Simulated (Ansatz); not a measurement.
AlNi:
```
AlNi
1.0
    2.89322     0.00000     0.00000
    0.00000     2.89322     0.00000
    0.00000     0.00000     2.89322
Al Ni
1 1
Direct
  0.50000   0.50000   0.50000
  0.00000   0.00000   0.00000
```

Relaxed with PBE. Special points in fractions of this cell's reciprocal vectors: Γ (0.000, 0.000, 0.000); X (0.000, 0.500, 0.000); M (0.500, 0.500, 0.000); R (0.500, 0.500, 0.500).

### Question
List the band energies nearest the Fermi level at these points for the program Ansatz at the PBE level (PAW).

### Answer
In eV from the Fermi level; about four levels below and three above (degenerate sets whole), none deeper than 8.9 eV; points with the same levels are listed once.

| k | below | above |
|---|---|---|
| Γ | -3.15 -3.15 -1.48 -1.48 -1.48 | 5.45 5.45 5.45 |
| X | -2.18 -2.18 -1.39 -0.60 | 8.23 9.92 9.92 |
| M | -2.84 -2.84 -2.00 -2.00 -0.96 | 1.46 2.46 12.14 |
| R | -4.01 -4.01 -4.01 -0.93 -0.93 | 2.00 2.00 2.00 |

Space group Pm-3m (CsCl type). Symmetry was held in the PBE relaxation. The workflow began spin-polarised and lost its moments.

Potentials: the later of the program's two PAW sets.
